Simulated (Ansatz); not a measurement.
**Al₂InAs₃ (I-4m2) at 2 levels of theory**

One geometry, relaxed with PBE; plane waves with PAW potentials in Ansatz, scalar-relativistic. No spin polarisation. Gaps are the least over mesh and band path; pressure is positive in compression.

```
Al In As
1.0
    -2.07507    2.07507    8.83075
     2.07507   -2.07507    8.83075
     2.07507    2.07507   -8.83075
Al In As
2 1 3
Cartesian
  0.0000 0.0000 14.6473
  0.0000 0.0000 3.0142
  0.0000 0.0000 8.8307
  2.0751 0.0000 7.1936
  2.0751 0.0000 1.6371
  0.0000 2.0751 4.4154
```

```json
{"level": "PBE", "cutoff (eV)": "420", "k mesh": "10×10×10", "gap (eV)": "0.84", "pressure (GPa)": "0.0"}
```

Task: What comes out on the same cell with PBEsol?

Result:
```csv
level,cutoff (eV),k mesh,gap (eV),pressure (GPa)
PBEsol,420,10×10×10,0.76,-2.2
```

It was reached by relaxing an invented guess, and it needn't be the stable form of this composition.
